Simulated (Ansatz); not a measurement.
Relaxed-ion elastic tensor of NaH (rock salt, space group No. 225) in GPa (Voigt order), DFT-PBE in the program Ansatz with PAW potentials; density 1.41 g/cm³, 14.10 Å³ per atom.

```
43.9  12.9  12.9   0.0   0.0   0.0
12.9  43.9  12.9   0.0   0.0   0.0
12.9  12.9  43.9   0.0   0.0   0.0
 0.0   0.0   0.0  22.5   0.0   0.0
 0.0   0.0   0.0   0.0  22.5   0.0
 0.0   0.0   0.0   0.0   0.0  22.5
```

Question: Is the crystal mechanically stable?

Answer: Yes: the smallest eigenvalue of C is 22.5 GPa.

Question: Work out the Voigt, Reuss and Hill averages.

Answer: K_V = 23.2, K_R = 23.2, K_H = 23.2; G_V = 19.7, G_R = 19.1, G_H = 19.4 GPa.

Question: Give Young's modulus, Poisson's ratio, Pugh's ratio and the universal anisotropy index.

Answer: E = 9KG/(3K + G) = 45.5 GPa; ν = 0.17; K/G = 1.20 (brittle by the Pugh limit of 1.75); A_U = 5G_V/G_R + K_V/K_R − 6 = 0.17.

Question: Estimate the sound speeds and the Debye temperature.

Answer: v_l = √((K + 4G/3)/ρ) = 5890 m/s, v_t = √(G/ρ) = 3700 m/s, mean 4080 m/s; Θ = (h/k)(3n/4πV)^(1/3) v_m = 502 K.

Question: Give the Zener ratio and Young's modulus along [100], [110] and [111].

Answer: A = 2C44/(C11 − C12) = 1.45; 1/E = S11 − 2(S11 − S12 − S44/2)Γ with Γ = 0, 1/4, 1/3 gives 38.1, 47.0, 51.0 GPa.

Question: Solve the Christoffel equation for the three sound speeds along [100], [110], [111].

Answer: Eigenvalues of C_ijkl n_j n_l equal ρv². In km/s, slowest first: [100] 3.99, 3.99, 5.58; [110] 3.31, 3.99, 6.00; [111] 3.55, 3.55, 6.14.

Space group Fm-3m (rock salt). Symmetry was held in the PBE relaxation; phonons on a q-mesh show no instability.

Potentials: the later of the program's two PAW sets.
